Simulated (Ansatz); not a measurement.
SiC (zinc blende, space group No. 216), a = 4.3566 Å, b = 4.3566 Å, c = 4.3566 Å, α = 90.00°, β = 90.00°, γ = 90.00°; the cell used has 2 atoms.

Relaxed with r²SCAN.

Task: Decompose the optical modes at the zone centre into irreducible representations, and say which are infrared and Raman allowed.

Result: Point group -43m: Γ_opt = T2. Infrared: T2. Raman: T2.

Task: Assign frequencies (DFPT, r²SCAN (plane waves, PAW; program Ansatz); without the LO–TO term).

Result: T2 799 cm⁻¹.

Space group F-43m (zinc blende). The cell was relaxed with r²SCAN under the symmetry of its start; phonons on a q-mesh show no instability.

Potentials: the earlier of the program's two PAW sets.
